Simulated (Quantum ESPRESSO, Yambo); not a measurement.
## G0W0 results for PtCl₂

Space group Pnnm (No. 58); a = 3.628 Å, b = 11.036 Å, c = 3.455 Å, α = β = γ = 90.00°

| atom | site | symmetry | x | y | z |
|---|---|---|---|---|---|
| Cl | 4g | ..m | 0.0554 | 0.1387 | 0.0000 |
| Pt | 2b | ..2/m | 0.0000 | 0.0000 | 0.5000 |

Cell and atoms were relaxed with PBE+D3(BJ) from Materials Project entry mp-567484, within its symmetry.

Starting point: PBEsol (Quantum ESPRESSO, PseudoDojo norm-conserving, 84 Ry, without SOC). G0W0 in Yambo: 4×1×4 Γ-centred k mesh, bands 9 to 215 and a 7 Ry block in the screening, 215 bands in G with the Bruneval-Gonze terminator, plasmon pole fitted at 27.2 eV.

```
Item                                                                             Result
------------------------------------------------------------------------------  -------
PBEsol gap along the band path                                                  0.63 eV
PBEsol gap between the mesh's edge points (Γ → (0, 0, 0.25))                    0.63 eV
G0W0 gap between the same points                                                2.40 eV
PBEsol smallest direct gap on the mesh (at (-0.5, 0, 0.25))                     1.25 eV
G0W0 direct gap at that point                                                   2.79 eV
smallest G0W0 gap among all computed states (the edges move to other k points)  2.26 eV
```

| k point | band | E PBEsol (eV) | E QP (eV) | shift (eV) | Z |
|---|---|---|---|---|---|
| Γ | VB | 0.00 | -0.75 | -0.75 | 0.80 |
| Γ | CB | 1.29 | 2.28 | 0.98 | 0.80 |
| (0, 0, 0.25) | VB | -0.64 | -1.38 | -0.74 | 0.79 |
| (0, 0, 0.25) | CB | 0.63 | 1.65 | 1.02 | 0.81 |
| (0, 0, -0.5) | VB | -0.16 | -0.94 | -0.77 | 0.80 |
| (0, 0, -0.5) | CB | 1.51 | 2.60 | 1.09 | 0.80 |
| (-0.5, 0, 0.25) | VB | -0.18 | -0.72 | -0.54 | 0.80 |
| (-0.5, 0, 0.25) | CB | 1.07 | 2.07 | 1.00 | 0.80 |
| (-0.5, 0, -0.5) | VB | -0.06 | -0.61 | -0.55 | 0.80 |
| (-0.5, 0, -0.5) | CB | 1.54 | 2.63 | 1.09 | 0.80 |

Energies count from the PBEsol valence-band maximum.

Nearest settings tried, and what they do to the gap: 141 bands in G: +1 meV; 105 bands in W: +4 meV; 1 Ry block (19 vectors against 289): +622 meV. Not varied: mesh. So the settings aren't converged at that level. The k mesh is coarse.

Without spin-orbit coupling, band edges of such heavy elements can be off by tenths of an eV.

The structure is a Materials Project entry; no match was found in the copy of COD used, and its stability was not checked.
